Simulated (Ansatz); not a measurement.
MgH2 (rutile), relaxed and computed with several functionals in Ansatz (plane waves, PAW).

| functional | a (Å) | c (Å) | V (Å³/atom) | gap (eV) | B₀ by P(V) fit (GPa) |
|---|---|---|---|---|---|
| LDA | 4.429 | 2.973 | 9.72 | 3.41 | 53.0 |
| HSE06 | 4.486 | 3.000 | 10.06 | 4.83 | 51.1 |
| PBE | 4.516 | 3.013 | 10.24 | 3.72 | 48.4 |
| PBEsol | 4.477 | 3.008 | 10.05 | 3.47 | 50.0 |
| r²SCAN | 4.485 | 2.997 | 10.05 | 4.38 | 51.5 |

All cells were relaxed under the symmetry of their starts (and spin orders); stability against distortions was not tested throughout.

Potentials: the later of the program's two PAW sets.

Ansatz (a quantum-chemistry and plane-wave program) is a plane-wave DFT program.
